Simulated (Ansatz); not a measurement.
Input and command of a calculation in Ansatz (plane waves; scalar-relativistic PAW potentials unless the input names others):

```yaml
crystal:
  lattice:
    - [1.44174202, 0.83239014, 2.07976564]
    - [-1.44174202, 0.83239014, 2.07976564]
    - [0.0, -1.66478029, 2.07976564]
  atoms:
    - { symbol: Zr, position: [0.1621066356, 0.8378933644, 0.5] }
    - { symbol: Zr, position: [0.5, 0.1621066356, 0.8378933644] }
    - { symbol: Zr, position: [0.8378933644, 0.5, 0.1621066356] }
    - { symbol: S, position: [0.3347765468, 0.3347765468, 0.3347765468] }
    - { symbol: S, position: [0.6652234532, 0.6652234532, 0.6652234532] }
basis:
  ecutwfc: 420
kpoints:
  mp_grid: { grid: [12, 12, 12] }
hamiltonian:
  xc: pbe
scf:
  occupations: { method: gaussian, width: 0.15 }
  max_iter: 75
output:
  forces: true
  eigenvalues: true
  stress: true
```

```bash
ansatz run input.yaml --threads 1 --pin off --max-ram 2560MiB --backend cpu --events-out ev --progress --plain --runs-dir out
```

Abridged log:
```
Basis set: ecut = 420 eV, 307 PW (Γ), exchange–correlation on 36×36×36 points (8 copies of the dense FFT grid, shifted against one another)
Bands: 29, of which v1, the nominal top of the filled ones, is band 24 counted from 1 (23 counted from 0)
Symmetry: 6 space group operations
k-points: 189 of 1728 (time reversal used)
SCF iter   1: F=—  HF=-14254.023198 eV  |F-HF|=—  |Δ(HF+E_count)|=         —  Δρ=2.83e0  dr2=7.27e2  ethr=1.77e-3  ⟨swp⟩=48.2  Hψ=120458  notcnv=0  defer=91
SCF iter   2: F=—  HF=-14098.216490 eV  |F-HF|=—  |Δ(HF+E_count)|=    1.56e2  Δρ=1.66e0  dr2=4.23e2  ethr=1.77e-3  ⟨swp⟩=15.3  Hψ=53127  notcnv=0  defer=401
SCF iter   3: F=—  HF=-13923.884914 eV  |F-HF|=—  |Δ(HF+E_count)|=    1.74e2  Δρ=5.01e-1  dr2=1.15e1  ethr=1.77e-3  ⟨swp⟩=13.2  Hψ=36163  notcnv=0  defer=417
SCF iter   4: F=—  HF=-13919.987013 eV  |F-HF|=—  |Δ(HF+E_count)|=    3.90e0  Δρ=6.11e-2  dr2=4.60e-1  ethr=1.77e-3  ⟨swp⟩=9.5  Hψ=22446  notcnv=0  defer=224
SCF iter   5: F=—  HF=-13919.827270 eV  |F-HF|=—  |Δ(HF+E_count)|=   1.60e-1  Δρ=1.87e-2  dr2=2.56e-2  ethr=9.58e-4  ⟨swp⟩=5.4  Hψ=12278  notcnv=0  defer=140
SCF iter   6: F=—  HF=-13919.834316 eV  |F-HF|=—  |Δ(HF+E_count)|=   7.05e-3  Δρ=2.15e-3  dr2=3.81e-4  ethr=5.34e-5  ⟨swp⟩=6.8  Hψ=15217  notcnv=1  defer=114
SCF iter   7: F=—  HF=-13919.836301 eV  |F-HF|=—  |Δ(HF+E_count)|=   1.98e-3  Δρ=5.36e-4  dr2=3.32e-5  ethr=7.93e-7  ⟨swp⟩=9.5  Hψ=20784  notcnv=7  defer=105
SCF iter   8: F=—  HF=-13919.836414 eV  |F-HF|=—  |Δ(HF+E_count)|=   1.13e-4  Δρ=1.52e-4  dr2=2.40e-6  ethr=6.92e-8  ⟨swp⟩=8.1  Hψ=15233  notcnv=10  defer=105
SCF iter   9: F=—  HF=-13919.836422 eV  |F-HF|=—  |Δ(HF+E_count)|=   8.23e-6  Δρ=4.26e-5  dr2=1.74e-7  ethr=5.00e-9  ⟨swp⟩=9.2  Hψ=17079  notcnv=9  defer=105
SCF iter  10: F=-13919.836421 eV  HF=-13919.836421 eV  |F-HF|=2.00e-10  |Δ(HF+E_count)|=   1.21e-6  Δρ=2.91e-6  dr2=3.95e-10  ethr=2.08e-10  ⟨swp⟩=42.7  Hψ=90420  notcnv=0
SCF 1 converged in 10 iterations: F = -13919.836421 eV  dr2 = 3.95e-10
SCF converged after 10 iterations
Free energy (F): -13919.836421 eV
Harris-Foulkes:  -13919.836421 eV  (|F-HF|=2.00e-10)
Internal energy: -13919.824456 eV  (E = F + TS)
E sigma→0 (E₀):  -13919.830438 eV
Entropy (-TS):   -0.011965 eV (-2.393 meV/atom)
Fermi energy:    87.746705 eV
--- Forces (eV/Å), atoms counted from 1 ---
  atom   1  Zr   -35.57330964     0.00000000     0.00000000
  atom   2  Zr    17.78665482   -30.80738985    -0.00000002
  atom   3  Zr    17.78665482    30.80738985     0.00000002
  atom   4  S      0.00000000     0.00000000     6.12417698
  atom   5  S      0.00000000     0.00000000    -6.12417698
--- Stress (GPa, compression-positive) ---
     8375.222240       0.000000       0.000000
        0.000000    8375.222240       0.000000
        0.000000       0.000000    8656.053737
  P = ⅓ Tr σ = 8468.8327 GPa (84688.327 kbar)
```

Q: The run was meant for a cell not far from equilibrium. What is wrong with this input?

A: The fault is a lattice far too small (lattice vectors times 0.529). Setting it back cures it. The run converged all the same, with an energy at zero smearing 88.1 eV/atom above the reference's, pressure 8468.83 GPa, largest force 35.573 eV/Å, no gap on the mesh, so convergence alone doesn't show that an input is right. A reference run of the cell with lattice vectors 2.7245 1.5730 3.9302; -2.7245 1.5730 3.9302; 0.0000 -3.1460 3.9302 Å and the atoms in their places converged with pressure 0.24 GPa, largest force 0.162 eV/Å, no gap on the mesh.

It took 34 s on 1 thread of Intel(R) Xeon(R) Platinum 8488C (Sapphire Rapids), on a shared host, peak memory 0.42 GiB.